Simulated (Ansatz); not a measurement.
**Elastic constants of ScPt (Pm-3m), step by step**

```
Sc Pt
1.0
     3.26023    0.00000    0.00000
     0.00000    3.26023    0.00000
     0.00000    0.00000    3.26023
Sc Pt
1 1
Direct
  0.50000 0.50000 0.50000
  0.00000 0.00000 0.00000
```

The conventional cell has a = 3.260 Å, b = 3.260 Å, c = 3.260 Å, α = 90.00°, β = 90.00°, γ = 90.00°. Around Sc (atom 1) lie 8 Pt at 2.82 Å. Pt (atom 2) has 8 Sc at 2.82 Å as nearest neighbours.

Unless marked otherwise, the numbers come from PBEsol, all-electron LAPW in Ansatz 0.2.0, scalar-relativistic. k mesh 14×14×14, Fermi-Dirac smearing of 0.080 eV, basis error target 1 meV/atom. The cell was relaxed by PAW under this functional.

The cell is cubic and carries a residual pressure of -0.02 GPa at this level. Each strain component that symmetry leaves independent is applied at ±0.003, the ions relax wherever a strain frees them, and the stress (tension positive, GPa) is read. Shears are engineering strains, γ = 2ε.

| strain | size | σxx | σyy | σzz | σyz | σxz | σxy |
| --- | --- | --- | --- | --- | --- | --- | --- |
| xx | -0.003 | -0.6036 | -0.3493 | -0.3493 | 0.0000 | 0.0000 | 0.0000 |
| xx | +0.003 | 0.6482 | 0.3892 | 0.3892 | 0.0000 | 0.0000 | 0.0000 |
| yz | -0.003 | 0.0230 | 0.0230 | 0.0230 | -0.1772 | 0.0000 | 0.0000 |
| yz | +0.003 | 0.0230 | 0.0230 | 0.0230 | 0.1772 | 0.0000 | 0.0000 |

A central difference gives one constant, for example C11 ≈ (0.6482 − (-0.6036))/(0.006) = 208.6 GPa; the program then imposes the crystal's symmetry on the whole matrix.

(1) What are the independent elastic constants?

(2) Do they meet the Born conditions?

(3) What moduli does a random aggregate of grains have?

(4) With the density of 11.502 g/cm³, how fast does sound travel, and what Debye temperature follows?

(5) How far do the constants move if PAW replaces LAPW in the same cell?

(6) How do the constants change if the ions are clamped to the homogeneous strain?

Results:

(1) C11 = 208.6, C12 = 123.1, C44 = 59.1 GPa.

(2) C11 − C12 = 85.5, C11 + 2C12 = 454.8 and C44 = 59.1 GPa must all be positive, so the crystal is elastically stable; that says nothing yet of its phonons.

(3) B = (C11 + 2C12)/3 = 151.6 GPa. G_V = (C11 − C12 + 3C44)/5 = 52.5 and G_R = 5(C11 − C12)C44/(4C44 + 3(C11 − C12)) = 51.3, so G_H = 51.9 GPa. Then E = 9BG/(3B + G) = 139.8 GPa, ν = (3B − 2G)/(6B + 2G) = 0.346 and B/G = 2.92, on the ductile side of Pugh's 1.75 (a rule of thumb).

(4) 

```
direction  slow (m/s)  middle (m/s)  fast (m/s)
    [100]        2266          2266        4259
    [110]        1928          2266        4422
    [111]        2047          2047        4475
```

The mean of v⁻³ over directions and branches gives v_m = 2383 m/s and θ_D = (ħ/k_B) v_m (6π²n)^(1/3) = 274 K, n being atoms per volume. Young's modulus spans 117 to 157 GPa over directions, and the universal anisotropy index is 0.13.

(5) 

```tsv
constant	LAPW (GPa)	PAW (GPa)	difference
C11	208.6	208.7	0.1
C12	123.1	123.0	-0.1
C44	59.1	59.0	-0.1
```

(6) None moves by more than 0.3 GPa: by symmetry a homogeneous strain puts no force on these sites.

Known limits: responses of metals move with mesh and smearing; no spin-orbit coupling on heavy atoms; the frozen-core PAW files of the compared runs were fitted under PBE, their cores solved anew for this functional.
